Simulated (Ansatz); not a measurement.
## ⁹⁹Ru nuclear quadrupole resonance in Sr2RuN3

Cell: a computed structure from the Materials Project (it need not be an observed phase).

Space group C2/c (No. 15); a = 5.5584, b = 11.2630, c = 12.5463 Å, β = 94.26°.

```csv
site,Wyckoff,site symmetry,x,y,z
Sr1,8f,1,0.2211,0.7980,0.8568
Sr5,8f,1,0.7630,0.1072,0.5742
Ru,8f,1,0.2732,0.9965,0.6687
N13,4e,2,0.5000,0.1073,0.7500
N15,8f,1,0.3020,0.8360,0.6315
N19,8f,1,0.2494,0.9056,0.0442
N23,4e,2,0.5000,0.4986,0.7500
```

One atom of each set is listed; the run and its k-mesh use a cell of 24 atoms with edges of 6.28, 6.28, 12.55 Å.

Level of theory: DFT, PBE, plane waves and PAW, scalar-relativistic, collinear spin, 420 eV cutoff, Γ-centred 7×7×3 k-points, Fermi–Dirac smearing 0.05 eV (Ansatz 0.2.0). Start moments as typed (μB): 2 on each Ru, none on the rest.

⁹⁹Ru: I = 5/2, Q = 79.00 mb (year-2017 value). Static lattice, zero field.

Task: Predict the zero-field ⁹⁹Ru lines of each site.

Result: For I = 5/2 and η = 0 the lines are 3|C_Q|/20 and twice that; η pulls their ratio below 2. At large η the states mix, and weaker lines appear at sums of the main ones; lines under 5 % of the strongest are left out.

```csv
site,atoms,V_zz (10²¹ V/m²),C_Q (MHz),η,line frequencies (MHz)
Ru,4,7.23,13.8,0.79,"3.16, 3.78, 6.94"
```

Task: And for 101Ru (I = 5/2, Q = 457.0 mb) on Ru?

Result: C_Q scales with Q to 79.9 MHz, with lines at 18.3, 21.9, 40.2 MHz.

The largest force is 0.4 eV/Å, so the atoms aren't at the calculated equilibrium and relaxing them would move these values. With no gap above 0.1 eV, as in a metal, the gradients converge slowly in k; expect changes of a tenth or more on a denser mesh. Without spin–orbit coupling (the program notes it for Ru) the gradients can shift somewhat, as the gap is small. With these PAW files V_zz is typically within 2 to 3 % of all-electron values, but misses above 10 % occur on Ru. Semilocal functionals make gaps too small and can close them, so the real compound need not be a metal. The start moments die out, and the run ends without spin.
